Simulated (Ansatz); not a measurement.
GaN:
```
CELL_PARAMETERS angstrom
      3.18312     0.00000     0.00000
     -1.59156     2.75666     0.00000
      0.00000     0.00000     5.18369
ATOMIC_POSITIONS crystal
  Ga 0.66667 0.33333 0.00099
  Ga 0.33333 0.66667 0.50099
  N  0.66667 0.33333 0.62421
  N  0.33333 0.66667 0.12421
```

Relaxed with r²SCAN.

**Question.** Decompose the optical modes at the zone centre into irreducible representations, and say which are infrared and Raman allowed.

**Answer.** Point group 6mm: Γ_opt = A1 + 2B1 + E1 + 2E2. Infrared: A1, E1. Raman: A1, E1, E2.

**Question.** Assign frequencies (DFPT, DFT-r²SCAN in the program Ansatz with PAW potentials; without the LO–TO term).

**Answer.** E2 143, B1 336, A1 530, E1 554, E2 564, B1 696 cm⁻¹.

Subscripts of B labels follow the axes of the standard setting.

Space group P6_3mc (wurtzite). The r²SCAN relaxation kept the symmetry of its start; phonons on a q-mesh show no instability.

Potentials: the later of the program's two PAW sets.
